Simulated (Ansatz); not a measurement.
Crystals of one structure type (cubic perovskite) and one family of elements, relaxed and computed with r²SCAN (plane waves, PAW; program Ansatz).

```tsv
crystal	V (Å³/atom)	B₀ by P(V) fit (GPa)
SrTiO3	11.93	?
BaTiO3	12.74	181
BaHfO3	14.58	171
BaZrO3	14.87	163
```

Fit a straight line to ln B₀ against ln V and predict the withheld value.

Least squares on the 3 shown rows: ln B₀ = -0.58 × ln V + (6.677), with a scatter of 1 %. For SrTiO3 this gives 189. The run itself gave 189, within the scatter.

Not the usual ambient phase: BaTiO3, cubic perovskite. All cells were relaxed under the symmetry of their starts (and spin orders); stability against distortions was not tested throughout. Rows with no word on spin ran without spin polarisation. Scalar-relativistic: spin–orbit coupling is off unless named, which matters more the heavier the elements.

Potentials: the later of the program's two PAW sets.
